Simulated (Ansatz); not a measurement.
MnO (rock salt)

```xyz
2
Lattice="0.0000 2.2202 2.2202 2.2202 0.0000 2.2202 2.2202 2.2202 0.0000" Properties=species:S:1:pos:R:3 pbc="T T T"
O      0.0000     0.0000     0.0000
Mn     2.2202     2.2202     2.2202
```

E(V) scan at fixed shape, V₀ the volume above. Symmetry pins the atoms to their sites.

All values below come from PBE (plane waves to 420 eV, PAW, scalar-relativistic; Ansatz, a program for electronic structure). k mesh 18×18×18 (Γ-centred), Fermi-Dirac smearing 0.05 eV. The energy includes the smearing's −TS. Compression counts positive. MnO is run spin-polarised and with no Hubbard U; the real compound is an antiferromagnetic insulator, a state that this run doesn't describe. MnO was relaxed with its symmetry unable to fall. Relaxed MnO ends ferromagnetic. Other magnetic orders were not checked, so this need not be the ground state. ΔE is measured from the relaxed starting cell.

| V/V₀ | ΔE (meV/atom) | moment (μB/cell) | P (GPa) |
|---|---|---|---|
| 0.840 | 121 | 4.16 | 25.2 |
| 0.867 | 80 | 4.29 | 19.6 |
| 0.893 | 49 | 4.39 | 14.4 |
| 0.920 | 27 | 4.50 | 10.3 |
| 0.947 | 12 | 4.60 | 6.6 |
| 0.973 | 3 | 4.68 | 3.2 |
| 1.000 | 0 | 4.75 | 0.0 |
| 1.027 | 2 | 4.82 | -2.7 |
| 1.053 | 10 | 4.87 | -5.2 |
| 1.080 | 21 | 4.91 | -7.5 |
| 1.107 | 37 | 4.95 | -9.6 |
| 1.133 | 56 | 4.97 | -11.6 |
| 1.160 | 79 | 4.99 | -13.5 |

Read from the data:

- Pressure at the smallest volume = 25.2 GPa
- Energy cost of the largest compression = 121 meV/atom
- Energy cost of the largest expansion = 79 meV/atom
- Bulk modulus B₀ (third-order Birch-Murnaghan fit) = 111 GPa
- Pressure derivative B₀′ (fit) = 2.9
- Equilibrium volume of the fit = 10.95 Å³/atom
- Pressure for 5 % compression (fit) = 6.1 GPa

(Under strain, the slope of the energy per volume gives the stress and its curvature an elastic modulus.)
